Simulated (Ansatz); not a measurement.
**A crystal of cell content C10H18Br6O4 at more than one level of theory**

Plane-wave PAW calculations in Ansatz, scalar-relativistic unless spin-orbit coupling is named; Γ-centred meshes, relaxations with the symmetry kept. Pressure is positive in compression. No spin polarisation at the first level.

Settings: cutoff 420 eV, Γ-centred mesh 6×2×4 on the computed 38-atom cell, Gaussian smearing of 0.02 eV; no spin polarisation.

Structure relaxed with PBE+D3(BJ):

```xyz
38
Lattice="4.1912 0.0000 0.0494 0.0000 19.0591 0.0000 -1.6645 0.0000 5.8108" Properties=species:S:1:pos:R:3 pbc="T T T"
H     1.7316    7.3009    5.4515
H     0.7951   16.8304    0.4087
H     0.7951   11.7582    0.4087
H     1.7316    2.2287    5.4515
H    -0.7547    7.8166    5.5365
H     3.2814   17.3461    0.3237
H     3.2814   11.2425    0.3237
H    -0.7547    1.7130    5.5365
H     1.4295    9.5482    1.3438
H     1.0973    0.0187    4.5164
H     1.0973    9.5109    4.5164
H     1.4295   19.0404    1.3438
H     0.0683   10.2222    2.3008
H     2.4584    0.6927    3.5594
H     2.4584    8.8369    3.5594
H     0.0683   18.3664    2.3008
H     1.8890    4.7648    3.6501
H     0.6377   14.2943    2.2101
C     2.3896    8.1646    5.6101
C     0.1371   17.6941    0.2501
C     0.1371   10.8945    0.2501
C     2.3896    1.3650    5.6101
C     0.3658    9.8408    1.3158
C     2.1609    0.3113    4.5444
C     2.1609    9.2183    4.5444
C     0.3658   18.7478    1.3158
C     0.7981    4.7648    3.6045
C     1.7286   14.2943    2.2557
Br    0.2411    6.3754    2.6609
Br    2.2856   15.9049    3.1993
Br    2.2856   12.6837    3.1993
Br    0.2411    3.1542    2.6609
Br    0.1457    4.7648    5.4410
Br    2.3811   14.2943    0.4192
O     3.7515    8.6778    1.1057
O    -1.2248   18.2074    4.7545
O    -1.2248   10.3813    4.7545
O     3.7515    0.8517    1.1057
```

Question: What changes with r2SCAN (relaxed anew)?

Answer:
| level | cell | cutoff (eV) | k mesh | primitive cell | V (Å³/atom) | P (GPa; residual where relaxed) | gap on mesh (eV) |
| --- | --- | --- | --- | --- | --- | --- | --- |
| PBE+D3(BJ) | relaxed | 420 | 6×2×4 | a = 4.19 Å, b = 19.06 Å, c = 6.04 Å, α = 90.00°, β = 105.31°, γ = 90.00° | 12.3 | -0.01 | 2.50 |
| r2SCAN | relaxed | 500 | 6×2×4 | a = 4.26 Å, b = 19.26 Å, c = 6.10 Å, α = 90.00°, β = 105.92°, γ = 90.00° | 12.7 | 0.00 | 2.81 |

The start is a cell measured at 200 K (doi:10.1039/c2ce26191j), with 12.35 Å³ an atom; a static calculation leaves out thermal expansion, so the difference isn't the functional's error alone.

Cost: 2 runs of about 51 core-minutes in all, on Arm Neoverse V2 (shared hosts).